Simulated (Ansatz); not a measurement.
One crystal and one scan (generalised stacking-fault energy along a line) at two levels, PBE (plane waves to 420 eV, PAW, scalar-relativistic; Ansatz, a first-principles code) and r2SCAN (plane waves to 500 eV, PAW, scalar-relativistic; Ansatz), each from its own relaxed cell and on its own mesh. The cell shown is that of PBE.

Cr (bcc, W type) is sheared across one {211} plane: the third cell vector gains the shift, so faults repeat every 7.0 Å. The cut lies between planes 1.16 Å apart; the cell height is held.

```
CELL_PARAMETERS angstrom
      2.46638     0.00000     0.00000
      0.00000     4.02759     0.00000
      0.00000     0.00000     6.97599
ATOMIC_POSITIONS crystal
  Cr 0.00000 0.00000 0.91667
  Cr 0.66667 0.50000 0.08333
  Cr 0.33333 0.00000 0.25000
  Cr 0.00000 0.50000 0.41667
  Cr 0.66667 0.00000 0.58333
  Cr 0.33333 0.50000 0.75000
```

In-plane vectors a = (2.466, 0.000) Å, b = (0.000, 4.028) Å, area 9.93 Å². The shift is s times the vector a (length 2.466 Å), so s = 1 restores the start. The shift is rigid: no atom relaxes. γ = [E(shift) − E(0)] / area.

E is the zero-smearing estimate. Cr is run without spin polarisation. Cr was relaxed with its symmetry unable to fall. Real Cr orders magnetically; this run has no moments, which shifts volume and moduli. Faults lie only 6.9 Å apart, and holding the cell height and the atoms raises γ above its relaxed value. Faults lie only 7.0 Å apart, and holding the cell height and the atoms raises γ above its relaxed value. With partly filled bands, the k mesh leaves noise in γ, roughly 0.02 J/m² as judged from a few cases. Both scans cover s from 0.000 to 0.917.

γ (J/m²), each from zero shift of its own level:

```json
[
 {"s": "0.000", "PBE": "0.00", "r2SCAN": "0.00"},
 {"s": "0.083", "PBE": "0.20", "r2SCAN": "0.23"},
 {"s": "0.167", "PBE": "0.74", "r2SCAN": "withheld"},
 {"s": "0.250", "PBE": "1.37", "r2SCAN": "1.53"},
 {"s": "0.333", "PBE": "1.77", "r2SCAN": "1.99"},
 {"s": "0.417", "PBE": "1.90", "r2SCAN": "2.14"},
 {"s": "0.500", "PBE": "1.83", "r2SCAN": "2.06"},
 {"s": "0.583", "PBE": "1.71", "r2SCAN": "1.93"},
 {"s": "0.667", "PBE": "1.53", "r2SCAN": "1.74"},
 {"s": "0.750", "PBE": "1.19", "r2SCAN": "1.35"},
 {"s": "0.833", "PBE": "0.68", "r2SCAN": "0.77"},
 {"s": "0.917", "PBE": "0.20", "r2SCAN": "0.23"}
]
```

**Question.** Estimate the r2SCAN value at 0.167 from the PBE value there and the ratio of the two levels in the two nearest given rows on that side of the minimum.

**Answer.** At 0.250 and 0.333 the ratio r2SCAN/PBE averages 1.121, which gives 1.121 × 0.74 = 0.83 J/m². The calculation gives 0.82 J/m², +10.8 % against PBE.

(The slope of γ gives the shear force per area between the displaced halves; near zero shift its curvature is an elastic stiffness.)
